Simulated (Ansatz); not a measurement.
Au:
```cif
data_Au4
_chemical_formula_sum 'Au4'
_space_group_name_H-M_alt 'Fm-3m'
_space_group_IT_number 225
_space_group_name_Hall '-F 4 2 3'
_cell_length_a 4.04632
_cell_length_b 4.04632
_cell_length_c 4.04632
_cell_angle_alpha 90.000
_cell_angle_beta 90.000
_cell_angle_gamma 90.000
loop_
_atom_site_label
_atom_site_type_symbol
_atom_site_symmetry_multiplicity
_atom_site_Wyckoff_symbol
_atom_site_fract_x
_atom_site_fract_y
_atom_site_fract_z
_atom_site_occupancy
Au1 Au 4 a 0.00000 0.00000 0.00000 1
```
(The calculation used a cell of 1 atom; values per cell refer to that cell.)

Relaxed with DFT-LDA in the program Ansatz with PAW potentials. Indices refer to the conventional cell of Fm-3m, a = b = c = 4.046 Å, α = β = γ = 90.00°.

### Question
Simulate the powder diffraction pattern (Cu Kα, λ = 1.54184 Å; lines above 1 %) up to 2θ = 90°.

### Answer
Simulated powder pattern, Cu Kα, λ = 1.54184 Å (kinematic, ideal powder, no thermal factors, no anomalous dispersion; the 30 strongest lines at most, above 1 %, up to 2θ = 90°):

| 2θ (°) | d (Å) | I/Imax (%) | hkl |
|---|---|---|---|
| 38.54 | 2.336 | 100 | (111) |
| 44.80 | 2.023 | 49 | (200) |
| 65.22 | 1.431 | 33 | (220) |
| 78.38 | 1.220 | 40 | (311) |
| 82.60 | 1.168 | 12 | (222) |

The LDA relaxation kept the symmetry of its start. Spin–orbit coupling is left out wherever it is not named.

Potentials: the later of the program's two PAW sets.
